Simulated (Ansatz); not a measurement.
Here is the system:

SnMo₃C:
```
CELL_PARAMETERS angstrom
      4.19701     0.00000     0.00000
      0.00000     4.19701     0.00000
      0.00000     0.00000     4.19701
ATOMIC_POSITIONS crystal
  Sn 0.00000 0.00000 0.00000
  Mo 0.00000 0.50000 0.50000
  Mo 0.50000 0.00000 0.50000
  Mo 0.50000 0.50000 0.00000
  C  0.50000 0.50000 0.50000
```

This is the r²SCAN-relaxed structure.

Problem. All from r²SCAN (plane waves, PAW; program Ansatz), unless another level is named. Predict the Young's modulus.

Solution. 267 GPa.

Problem. What about the elastic constants (relaxed ions, GPa)?

Solution. C11 = 451, C12 = 136, C44 = 75.2.

Space group Pm-3m (anti-perovskite). The start of the workflow was typed in or built on a structure type; neither database checked (COD, Materials Project) lists it. Whether it is the stable phase at ambient conditions was not checked. The r²SCAN relaxation kept the symmetry of its start; whether a distortion lowers the energy is not shown. No spin polarisation was allowed. Its formation energy is positive at this level, so the cell may be metastable or incomplete. As this level gives no gap, shear constants depend on the k-mesh and smearing (Fermi–Dirac, 0.1 eV here). Scalar-relativistic: spin–orbit coupling is off unless named, which matters more the heavier the elements.

Potentials: the earlier of the program's two PAW sets.
